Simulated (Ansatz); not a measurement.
MoRu (rock salt, space group No. 225) at seven volumes, PBEsol (plane waves, PAW; program Ansatz), scaled uniformly. One row is withheld.

```
V (Å³/atom)  P (GPa)
-----------  -------
14.588         27.34
15.068         16.72
15.549          7.69
16.030          0.00
16.511         -6.54
16.992        -12.11
17.473             ?
```

Question: Fit the shown pressures and predict the withheld one.

Answer: Third-order Birch–Murnaghan: P = (3/2)B₀(x^(7/2) − x^(5/2))[1 + (3/4)(B′ − 4)(x − 1)] with x = (V₀/V)^(2/3). Least squares on the six rows gives V₀ = 16.030 Å³/atom, B₀ = 236.0 GPa, B′ = 4.36. At V = 17.473, x = 0.9442 and P = -16.87 GPa. The run itself gave -16.83 GPa.

Space group Fm-3m (rock salt). The start of the workflow was typed in or built on a structure type; neither database checked (COD, Materials Project) lists it. Whether it is the stable phase at ambient conditions was not checked. The cell was relaxed with PBEsol under the symmetry of its start. At this level the phase is mechanically unstable. No spin polarisation was allowed. Its formation energy is positive at this level, so the cell may be metastable or incomplete.

Potentials: the later of the program's two PAW sets.
